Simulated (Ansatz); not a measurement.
ZnSe (started from an entry of an open crystallographic database), relaxed with r2SCAN: 11 runs in the PAW code Ansatz, each a construction of maximally localised Wannier functions. Space group F-43m (No. 216), cubic; conventional cell a = 5.665 Å, 22.72 Å³ an atom. Zn is surrounded by 4 Se at 2.45 Å; Se is surrounded by 4 Zn at 2.45 Å. The values are computed, spin-unpolarised, and not measurements.

```
CELL_PARAMETERS angstrom
0.00000 2.83242 2.83242
2.83242 0.00000 2.83242
2.83242 2.83242 0.00000
ATOMIC_POSITIONS crystal
Zn 0.00000 0.00000 0.00000
Se 0.25000 0.25000 0.25000
```

Windows count from the top of the filled bands; a dash means that no such window was set (without an outer window there is no disentanglement). Rows marked drawn have settings drawn at random (some not listed).

```tsv
functional	SCF mesh	trial orbitals	functions	mesh	window (eV)	frozen (eV)	settings	Ω total (Å²)	Ω invariant (Å²)	largest spread (Å²)	least projectability	interpolation miss of the model's filled bands (eV, to the nearest computed level)
PBE	6×6×6	Se s, Se p	4	6×6×6	–	–	chosen	8.92	8.52	2.23	0.75	0.152
PBE	6×6×6	Se s, Se p	4	4×4×4	–	–	chosen	7.84	7.36	1.96	0.77	0.350
PBE	6×6×6	Se s, Se p	4	8×8×8	–	–	chosen	9.41	9.04	2.35	0.74	0.076
PBE	6×6×6	Se p	3	6×6×6	–	–	chosen	9.30	9.01	3.10	0.69	0.151
PBE	6×6×6	Zn d, Se p	8	6×6×6	–	–	chosen	9.01	8.64	2.38	0.78	0.148
PBE	6×6×6	Zn d	5	6×6×6	–	–	chosen	4.15	4.06	1.02	0.84	0.033
r2SCAN	6×6×6	Se s, Se p	4	6×6×6	–	–	chosen	8.70	8.29	2.17	0.77	0.113
r2SCAN	6×6×6	Se p	3	6×6×6	–	–	chosen	9.05	8.79	3.02	0.71	0.112
HSE06	6×6×6	Se s, Se p	4	6×6×6	–	–	chosen	7.56	7.12	1.89	0.84	–
HSE06	6×6×6	Zn d	5	6×6×6	–	–	chosen	2.91	2.88	0.71	0.90	–
PBE	6×6×6	Se s, Se p	4	2×2×2	–	–	drawn	4.90	4.37	1.23	0.77	0.853
```

A dash in the last column means that the miss wasn't evaluated.

For Se s, Se p with PBE the spread goes 7.84 Å² (4×4×4), 8.92 Å² (6×6×6), 9.41 Å² (8×8×8): finite differences on a coarse mesh understate it.

Spin-orbit coupling is left out.
